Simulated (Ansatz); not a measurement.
Bi2S3:
```xyz
20
Lattice="11.1348 0.0000 0.0000 0.0000 3.9795 0.0000 0.0000 0.0000 10.9650" Properties=species:S:1:pos:R:3 pbc="T T T"
Bi     5.5082     0.9949     3.5614
Bi     0.0592     2.9846     9.0439
Bi    11.0756     0.9949     1.9211
Bi     5.6266     2.9846     7.4036
Bi     3.7115     2.9846     0.3448
Bi     1.8559     0.9949     5.8274
Bi     9.2789     2.9846     5.1377
Bi     7.4233     0.9949    10.6202
S      3.1356     0.9949     2.1446
S      2.4318     2.9846     7.6272
S      8.7030     0.9949     3.3379
S      7.9992     2.9846     8.8204
S      6.1288     2.9846     1.4193
S     10.5734     0.9949     6.9018
S      0.5614     2.9846     4.0632
S      5.0060     0.9949     9.5457
S      4.2047     2.9846     4.8515
S      1.3627     0.9949    10.3340
S      9.7721     2.9846     0.6310
S      6.9301     0.9949     6.1135
```

Relaxed with PBE+D3(BJ). Special points in fractions of this cell's reciprocal vectors: Γ (0.000, 0.000, 0.000); X (0.500, 0.000, 0.000); S (0.500, 0.500, 0.000); Y (0.000, 0.500, 0.000); Z (0.000, 0.000, 0.500); U (0.500, 0.000, 0.500); R (0.500, 0.500, 0.500); T (0.000, 0.500, 0.500).

**Question.** List the band energies nearest the valence-band maximum at these points for the program Ansatz at the PBE+D3(BJ) level (PAW).

**Answer.** In eV from the valence-band maximum; about four levels below and three above (degenerate sets whole), none deeper than 8.9 eV; points with the same levels are listed once.

```tsv
k	below	above
Γ	-0.24 -0.24 -0.21 -0.09	1.21 1.75 1.80
X	-0.35 -0.35 -0.06 -0.06	1.74 1.74 1.83 1.83
S	-0.36 -0.36 -0.36 -0.36	2.35 2.35 2.35 2.35
Y	-0.55 -0.55 -0.23 -0.23	2.10 2.10 2.22 2.22
Z	-0.38 -0.38 -0.17 -0.17	1.56 1.56 2.34 2.34 2.35 2.35
U	-0.25 -0.25 -0.24 -0.24	1.71 1.71 2.25 2.25
R	-0.66 -0.66 -0.66 -0.66	2.13 2.13 2.13 2.13
T	-0.58 -0.58 -0.40 -0.40	1.87 1.87 2.16 2.16
```

Space group Pnma. Symmetry was held in the PBE+D3(BJ) relaxation. Spin–orbit coupling is left out wherever it is not named.

Potentials: the later of the program's two PAW sets.
